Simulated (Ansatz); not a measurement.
The calculation used DFT, PBEsol, plane waves (420 eV) with PAW, scalar-relativistic in Ansatz 0.2.0. (PAW data from PBE, frozen cores regenerated.)

An element in the omega (AlB2-type) structure gives this curve. The cell is scaled uniformly from the relaxed one, with fractional coordinates and shape fixed. Energies are extrapolated to zero smearing, pressures are those at the given smearing. Magnetic state: spin not included.

```csv
V (Å³/atom),E − E₀ (meV/atom),P (GPa)
13.013,309.7,63.01
13.604,126.7,37.36
14.195,29.0,16.69
14.787,-0.1,0.03
15.378,26.2,-13.39
15.970,96.9,-24.18
16.561,203.4,-32.83
```

(1) Which element is it?
A. molybdenum
B. ruthenium
C. tungsten
D. rhenium

Results:

(1) D. Its fit is V₀ = 14.78 Å³/atom, B₀ = 373 GPa, B₀′ = 4.4.
